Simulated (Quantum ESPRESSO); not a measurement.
AlMg2S3F, finding a planted mistake in a log

Computed values, not a measurement. The program is pw.x of Quantum ESPRESSO 7.5 (plane-wave density functional theory). The cell is made up: 7 atoms on a zincblende/diamond lattice with one site empty, with randomly drawn elements, strain and displacements, not relaxed. PseudoDojo standard norm-conserving files (v0.5 for PBE, v0.4.1 for LDA and PBEsol) set the functional; there is no spin polarisation, spin-orbit coupling or dispersion term, and the masses in the input are unused placeholders.

Intended input:

```
&control calculation='scf', pseudo_dir='./dojo.nc.sr.pbe.v0_5.standard.upf', outdir='./o', disk_io='low', tprnfor=.true., tstress=.true. /
&system ibrav=0, nat=7, ntyp=4, nbnd=30, ecutwfc=84.00895049, nosym=.true., tot_charge=0,
 occupations='smearing', smearing='fd', degauss=0.0018374661
/
&electrons conv_thr=7.350e-09, electron_maxstep=60, /
ATOMIC_SPECIES
Al 1.0 Al.upf
F 1.0 F.upf
Mg 1.0 Mg.upf
S 1.0 S.upf
CELL_PARAMETERS angstrom
5.4655 0.0074 0.0173
0.0074 5.5329 0.064
0.0173 0.064 5.3537
ATOMIC_POSITIONS angstrom
Al 0.0511 2.7619 2.5461
Mg 2.7783 0.1444 2.6588
Mg 2.7168 2.833 -0.0334
S 1.403 1.3019 1.3579
S 1.3238 4.1988 4.1099
S 4.1081 1.3846 3.9532
F 3.9677 4.11 1.3922
K_POINTS automatic
4 4 4 1 1 1
```

The log is shortened where brackets say so; the opening notice, blank lines, dates and the lines on written files are dropped, and the path of the files is cut. It prints rydbergs, bohrs and kilobars, and counts compression as positive stress. Where no state is partly filled, the Fermi energy that it prints is only some level between the filled and the empty states on the mesh, and need not lie in the true gap.

Log of the intended run:

```
     Program PWSCF v.7.5
     Parallel version (MPI & OpenMP), running on       4 processor cores
     Number of MPI processes:                 4
     Threads/MPI process:                     1
     [start-up lines left out]
     bravais-lattice index     =            0
     lattice parameter (alat)  =      10.3284  a.u.
     unit-cell volume          =    1092.3658 (a.u.)^3
     number of atoms/cell      =            7
     number of atomic types    =            4
     number of electrons       =        48.00
     number of Kohn-Sham states=           30
     kinetic-energy cutoff     =      84.0090  Ry
     charge density cutoff     =     336.0358  Ry
     scf convergence threshold =      7.3E-09
     mixing beta               =       0.7000
     number of iterations used =            8  plain     mixing
     Exchange-correlation= PBE
                           (   1   4   3   4   0   0   0)
     [axes and pseudopotential details left out]
   Cartesian axes
     site n.     atom                  positions (alat units)
         1        Al     tau(   1) = (   0.0093495   0.5053305   0.4658467  )
         2        Mg     tau(   2) = (   0.5083311   0.0264201   0.4864668  )
         3        Mg     tau(   3) = (   0.4970787   0.5183393  -0.0061110  )
         4        S      tau(   4) = (   0.2566996   0.2382019   0.2484479  )
         5        S      tau(   5) = (   0.2422088   0.7682326   0.7519670  )
         6        S      tau(   6) = (   0.7516377   0.2533331   0.7232964  )
         7        F      tau(   7) = (   0.7259494   0.7519853   0.2547236  )
     number of k points=    32  Fermi-Dirac smearing, width (Ry)=  0.0018
                       cart. coord. in units 2pi/alat
        k(    1) = (   0.1244377   0.1218570   0.1257523), wk =   0.0625000
        k(    2) = (   0.1236337   0.1189054   0.3810124), wk =   0.0625000
     [further k points left out]
     Dense  grid:   113641 G-vectors     FFT dimensions: (  64,  64,  60)
     Estimated max dynamical RAM per process >     187.05 MB
     Estimated total dynamical RAM >     664.95 MB
     Initial potential from superposition of free atoms
     starting charge      47.9958, renormalised to      48.0000
     Starting wfcs are   30 randomized atomic wfcs
     total cpu time spent up to now is        2.2 secs
     per-process dynamical memory:   131.9 Mb
     Self-consistent Calculation
     iteration #  1     ecut=    84.01 Ry     beta= 0.70
     Davidson diagonalization with overlap
     ethr =  1.00E-02,  avg # of iterations =  5.3
     total cpu time spent up to now is        5.8 secs
     total energy              =    -357.81933201 Ry
     estimated scf accuracy    <       0.66219662 Ry
     iteration #  2     ecut=    84.01 Ry     beta= 0.70
     Davidson diagonalization with overlap
     ethr =  1.38E-03,  avg # of iterations =  2.0
     total cpu time spent up to now is        8.9 secs
     total energy              =    -357.96290368 Ry
     estimated scf accuracy    <       0.47618191 Ry
     [iterations 3 to 8 left out]
     iteration #  9     ecut=    84.01 Ry     beta= 0.70
     Davidson diagonalization with overlap
     ethr =  5.46E-10,  avg # of iterations =  2.0
     total cpu time spent up to now is       30.7 secs
     total energy              =    -358.07304010 Ry
     estimated scf accuracy    <       0.00000004 Ry
     iteration # 10     ecut=    84.01 Ry     beta= 0.70
     Davidson diagonalization with overlap
     ethr =  8.29E-11,  avg # of iterations =  2.1
     total cpu time spent up to now is       33.6 secs
     End of self-consistent calculation
     [lines on levels left out]
     the Fermi energy is     3.3734 ev
!    total energy              =    -358.07304011 Ry
     estimated scf accuracy    <          3.2E-09 Ry
     smearing contrib. (-TS)   =      -0.00000000 Ry
     internal energy E=F+TS    =    -358.07304011 Ry
     The total energy is F=E-TS. E is the sum of the following terms:
     one-electron contribution =    -267.90027442 Ry
     hartree contribution      =     140.07266732 Ry
     xc contribution           =     -63.80167158 Ry
     ewald contribution        =    -166.44376144 Ry
     convergence has been achieved in  10 iterations
     Forces acting on atoms (cartesian axes, Ry/au):
     atom    1 type  1   force =     0.00569827   -0.01057470    0.05087708
     atom    2 type  3   force =     0.00669512   -0.08013938    0.00214973
     atom    3 type  3   force =     0.03649179   -0.01576619    0.02709527
     atom    4 type  4   force =    -0.07206335    0.06900097   -0.04197003
     atom    5 type  4   force =    -0.05730103    0.00589498   -0.06940029
     atom    6 type  4   force =     0.07338414    0.07007117    0.00540891
     atom    7 type  2   force =     0.00709506   -0.03848685    0.02583934
     Total force =     0.209506     Total SCF correction =     0.000121
     Computing stress (Cartesian axis) and pressure
          total   stress  (Ry/bohr**3)                   (kbar)     P=      -21.72
  -0.00014485  -0.00009220   0.00019220          -21.31      -13.56       28.27
  -0.00009220  -0.00019017  -0.00016202          -13.56      -27.97      -23.83
   0.00019220  -0.00016202  -0.00010803           28.27      -23.83      -15.89
     init_run     :      2.11s CPU      2.17s WALL (       1 calls)
     electrons    :     31.25s CPU     31.37s WALL (       1 calls)
     forces       :      0.48s CPU      0.50s WALL (       1 calls)
     stress       :      1.58s CPU      1.58s WALL (       1 calls)
     [timing details left out]
     PWSCF        :     35.48s CPU     35.71s WALL
     JOB DONE.
```

A second run was made from an input with one planted mistake. Its log:

```
     Program PWSCF v.7.5
     Parallel version (MPI & OpenMP), running on       4 processor cores
     Number of MPI processes:                 4
     Threads/MPI process:                     1
     [start-up lines left out]
     bravais-lattice index     =            0
     lattice parameter (alat)  =      10.3284  a.u.
     unit-cell volume          =    1092.3658 (a.u.)^3
     number of atoms/cell      =            7
     number of atomic types    =            4
     number of electrons       =        48.00
     number of Kohn-Sham states=           48
     kinetic-energy cutoff     =      84.0090  Ry
     charge density cutoff     =     336.0358  Ry
     scf convergence threshold =      7.3E-09
     mixing beta               =       0.7000
     number of iterations used =            8  plain     mixing
     Exchange-correlation= PBE
                           (   1   4   3   4   0   0   0)
     [axes and pseudopotential details left out]
   Cartesian axes
     site n.     atom                  positions (alat units)
         1        Al     tau(   1) = (   0.0093495   0.5053305   0.4658467  )
         2        Mg     tau(   2) = (   0.5083311   0.0264201   0.4864668  )
         3        Mg     tau(   3) = (   0.4970787   0.5183393  -0.0061110  )
         4        S      tau(   4) = (   0.2566996   0.2382019   0.2484479  )
         5        S      tau(   5) = (   0.2422088   0.7682326   0.7519670  )
         6        S      tau(   6) = (   0.7516377   0.2533331   0.7232964  )
         7        F      tau(   7) = (   0.7259494   0.7519853   0.2547236  )
     number of k points=    32  Fermi-Dirac smearing, width (Ry)=  0.0419
                       cart. coord. in units 2pi/alat
        k(    1) = (   0.1244377   0.1218570   0.1257523), wk =   0.0625000
        k(    2) = (   0.1236337   0.1189054   0.3810124), wk =   0.0625000
     [further k points left out]
     Dense  grid:   113641 G-vectors     FFT dimensions: (  64,  64,  60)
     Estimated max dynamical RAM per process >     238.05 MB
     Estimated total dynamical RAM >     868.95 MB
     Initial potential from superposition of free atoms
     starting charge      47.9958, renormalised to      48.0000
     Starting wfcs are   30 randomized atomic wfcs +   18 random wfcs
     total cpu time spent up to now is        2.7 secs
     per-process dynamical memory:   166.5 Mb
     Self-consistent Calculation
     iteration #  1     ecut=    84.01 Ry     beta= 0.70
     Davidson diagonalization with overlap
     ethr =  1.00E-02,  avg # of iterations =  7.7
     total cpu time spent up to now is       10.4 secs
     total energy              =    -357.87832493 Ry
     estimated scf accuracy    <       0.60450225 Ry
     iteration #  2     ecut=    84.01 Ry     beta= 0.70
     Davidson diagonalization with overlap
     ethr =  1.26E-03,  avg # of iterations =  2.1
     total cpu time spent up to now is       15.0 secs
     total energy              =    -357.98766851 Ry
     estimated scf accuracy    <       0.44465832 Ry
     [iterations 3 to 8 left out]
     iteration #  9     ecut=    84.01 Ry     beta= 0.70
     Davidson diagonalization with overlap
     ethr =  5.06E-10,  avg # of iterations =  2.8
     total cpu time spent up to now is       47.2 secs
     total energy              =    -358.09568115 Ry
     estimated scf accuracy    <       0.00000006 Ry
     iteration # 10     ecut=    84.01 Ry     beta= 0.70
     Davidson diagonalization with overlap
     ethr =  1.23E-10,  avg # of iterations =  2.0
     total cpu time spent up to now is       51.2 secs
     End of self-consistent calculation
     [lines on levels left out]
     the Fermi energy is     3.8955 ev
!    total energy              =    -358.09568116 Ry
     estimated scf accuracy    <          6.0E-09 Ry
     smearing contrib. (-TS)   =      -0.07900848 Ry
     internal energy E=F+TS    =    -358.01667268 Ry
     The total energy is F=E-TS. E is the sum of the following terms:
     one-electron contribution =    -267.80227450 Ry
     hartree contribution      =     140.00937053 Ry
     xc contribution           =     -63.78000727 Ry
     ewald contribution        =    -166.44376144 Ry
     convergence has been achieved in  10 iterations
     Forces acting on atoms (cartesian axes, Ry/au):
     atom    1 type  1   force =    -0.00051838   -0.00141192    0.03879526
     atom    2 type  3   force =     0.01015648   -0.08474235   -0.00269052
     atom    3 type  3   force =     0.04011910   -0.01136479    0.03306887
     atom    4 type  4   force =    -0.06456584    0.05980551   -0.04089415
     atom    5 type  4   force =    -0.05147126    0.00635300   -0.06163710
     atom    6 type  4   force =     0.06869442    0.06333298    0.01191773
     atom    7 type  2   force =    -0.00241452   -0.03197243    0.02143991
     Total force =     0.194673     Total SCF correction =     0.000130
     Computing stress (Cartesian axis) and pressure
          total   stress  (Ry/bohr**3)                   (kbar)     P=      -12.67
  -0.00007741  -0.00009526   0.00019375          -11.39      -14.01       28.50
  -0.00009526  -0.00012879  -0.00017281          -14.01      -18.95      -25.42
   0.00019375  -0.00017281  -0.00005225           28.50      -25.42       -7.69
     init_run     :      2.61s CPU      2.69s WALL (       1 calls)
     electrons    :     48.05s CPU     48.52s WALL (       1 calls)
     forces       :      0.61s CPU      0.62s WALL (       1 calls)
     stress       :      1.98s CPU      2.00s WALL (       1 calls)
     [timing details left out]
     PWSCF        :     53.32s CPU     53.93s WALL
     JOB DONE.
```

Question: what was wrong in the second input?

Answer: the smearing is too wide. The input lines that differ, file-writing options aside:

```
- &system ibrav=0, nat=7, ntyp=4, nbnd=30, ecutwfc=84.00895049, nosym=.true., tot_charge=0,
+ &system ibrav=0, nat=7, ntyp=4, nbnd=48, ecutwfc=84.00895049, nosym=.true., tot_charge=0,
-  occupations='smearing', smearing='fd', degauss=0.0018374661
+  occupations='smearing', smearing='fd', degauss=0.0418942273
```

```
                                            intended run  run with the mistake
                          free energy (eV)     -4871.832             -4872.140
                    smearing term -TS (eV)        0.0000               -1.0750
                            pressure (GPa)         -2.17                 -1.27
            largest force component (eV/Å)         2.060                 2.179
largest change of a force component (eV/Å)                               0.311
                                iterations            10                    10
```

For scale, a rerun of the intended cell at 1437 eV and a 6 x 6 x 6 mesh moved values by no more than 0.002 eV in energy, 0.02 GPa in stress and 0.006 eV/Å in force. The number of bands, nbnd, was set by rule from the electron count and the smearing, so it follows the mistake.